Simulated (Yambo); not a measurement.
A free-standing AlClO monolayer (symmetry Pmmn, slab cell 19.0 Å high), G0W0@PBEsol in Yambo with this input:

```
rim_cut
gw0
dyson
el_el_corr
HF_and_locXC
ppa
em1d
rim_w
RandQpts= 1000000
RandGvec= 2 Ry
CUTGeo= "slab z"
EXXRLvcs= 84 Ry
VXCRLvcs= 336 Ry
Chimod= "HARTREE"
% BndsRnXp
 1 | 142 |
%
NGsBlkXp= 7 Ry
% LongDrXp
 1.0 | 1.0 | 0.0 |
%
RandGvecW= 794 mRy
PPAPntXp= 27.2114 eV
% GbndRnge
 1 | 142 |
%
GTermKind= "BG"
DysSolver= "n"
ExtendOut
```

On a 6×4×1 mesh, with wavefunctions cut at 84 Ry, the gap ((-0.5, 0) → Γ) is 9.509 eV and the valence edge shifts by -2.158 eV.

What happens with this change: pole fitted at 10 eV?

The gap falls by 0.054 eV, to 9.455 eV; the shift of the valence edge becomes -2.069 eV. Neither run is shown to be the converged limit.

Geometry relaxed with PBEsol; primitive cell a = 3.1353 Å, b = 3.6360 Å, c = 19.0000 Å, α = 90.00°, β = 90.00°, γ = 90.00°.

This is a model layer cut from the bulk structure; whether it is stable on its own was not checked.

A shift is the quasiparticle energy of the state minus its PBEsol energy.
